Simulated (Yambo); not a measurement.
Quantum ESPRESSO input (PBEsol, PseudoDojo standard norm-conserving files, scalar-relativistic) whose wavefunctions are converted with p2y:

```
&CONTROL
  calculation = 'nscf'
  pseudo_dir = './pseudo'
  outdir = './out'
/
&SYSTEM
  ibrav = 0
  nat = 10
  ntyp = 3
  ecutwfc = 72.0
  ecutrho = 288.0
  occupations = 'fixed'
  force_symmorphic = .true.
  nbnd = 651
/
&ELECTRONS
  conv_thr = 1e-08
  diago_full_acc = .true.
  diago_thr_init = 1e-08
/
ATOMIC_SPECIES
Sn 118.7100 Sn.upf
I 126.9045 I.upf
Cs 132.9055 Cs.upf
CELL_PARAMETERS angstrom
  8.660390000000   0.000000000000   0.000000000000
  0.000000000000   8.660390000000   0.000000000000
  0.000000000000   0.000000000000   6.361200000000
ATOMIC_POSITIONS crystal
Sn   0.500000000000   0.500000000000   0.500000000000
Sn   0.000000000000   0.000000000000   0.500000000000
I   0.806590000000   0.693410000000   0.500000000000
I   0.193410000000   0.306590000000   0.500000000000
I   0.306590000000   0.806590000000   0.500000000000
I   0.693410000000   0.193410000000   0.500000000000
I   0.500000000000   0.500000000000   0.000000000000
I   0.000000000000   0.000000000000   0.000000000000
Cs   0.000000000000   0.500000000000   0.000000000000
Cs   0.500000000000   0.000000000000   0.000000000000
K_POINTS automatic
1 1 1 0 0 0
```

Yambo's initialisation report on symmetry, reciprocal space, the k grid and the gaps on this mesh:

```
  [02.02] Symmetries
  ==================

  Inversion symmetry    : yes
  Spatial inversion     : yes
  Inversion index       :   5
  K-space Time-reversal : no
  Magnetic symmetries   : no
  Group table correct   : yes
  Symmetries units      :  [cc]

  [02.03] Reciprocal space
  ========================

  nG shells         :  13733
  nG charge         :  265805
  nG WFs            :   33237
  nC WFs            :   33237
  G-vecs. in first 80 shells:  [ Number ]
     1    5    7   11   19   27   31   39   47
    63   65   69   77   81   89   97  105  113
   121  137  153  161  177  185  189  197  199
   207  223  231  239  243  251  267  275  283
    299   307   323   339   347   363   371   383   391
    399   407   423   447   463   479   487   489   505
    513   529   537   541   565   573   589   597   613
    621   629   645   653   669   673   689   705   713
    721   729   737   753   761   777   785   793
  ...
  Shell energy in first 80 shells:  [ mHa ]
     0.0000   73.6982  136.6010  147.3965  210.2992  283.9975  294.7930  368.4912  431.3940
   505.0922  546.4040  589.5859  620.1023  663.2841  693.8005  726.1869  736.9824  799.8852
    841.197      873.583      914.895      958.077      1094.68      1135.99      1179.17      1209.69      1229.41
    1252.87      1283.39      1303.11      1315.77      1326.57      1376.81      1389.47      1463.17      1473.96
    1504.48      1524.20      1597.90      1610.57      1725.58      1799.27      1818.99      1842.46      1872.97
    1892.69      1916.15      1966.39      1979.06      2020.37      2052.76      2137.25      2185.62      2187.49
    2259.31      2273.85      2333.01      2358.34      2388.86      2408.58      2462.56      2480.41      2482.28
    2494.94      2505.74      2554.11      2555.98      2642.34      2653.14      2683.65      2703.37      2726.83
    2775.20      2789.74      2848.90      2863.44      2904.75      2922.60      2947.93      3021.63
  ...

  [02.04] K-grid lattice
  ======================

  Compatible Grid is   : 0D
  K lattice UC volume  :  0.077042 [a.u.]

  IBZ K-points                                      :  1
  BZ  K-points                                      :  1

  K/Q-points units:
  rlu = crystal or reduced units; cc = cartesian coordinates; iku = interal k-units

  K [1]          [rlu]:  0.000000  0.000000  0.000000
         WF components:   33237

  [02.05] Energies & Occupations
  ==============================

  [X] === General ===
  [X] Electronic Temperature                        :  0.000000  0.000000 [eV K]
  [X] Bosonic    Temperature                        :  0.000000  0.000000 [eV K]
  [X] Finite Temperature mode                       : no
  [X] El. density                                   :  0.18445E+24 [cm-3]
  [X] Fermi Level                                   :  3.198370 [eV]

  [X] === Gaps and Widths ===
  [X] Conduction Band Min                           :  1.785977 [eV]
  [X] Valence Band Max                              :  0.000000 [eV]
  [X] Filled Bands                                  :   44
  [X] Empty Bands                                   :    45   651
  [X] Direct Gap                                    :  1.785977 [eV]
  [X] Direct Gap localized at k                     :  1
```
The gaps are PBEsol values on this mesh alone; only operations without fractional translations are kept.

Spin-orbit coupling is not included.

Geometry of the Materials Project entry, not relaxed at this level.
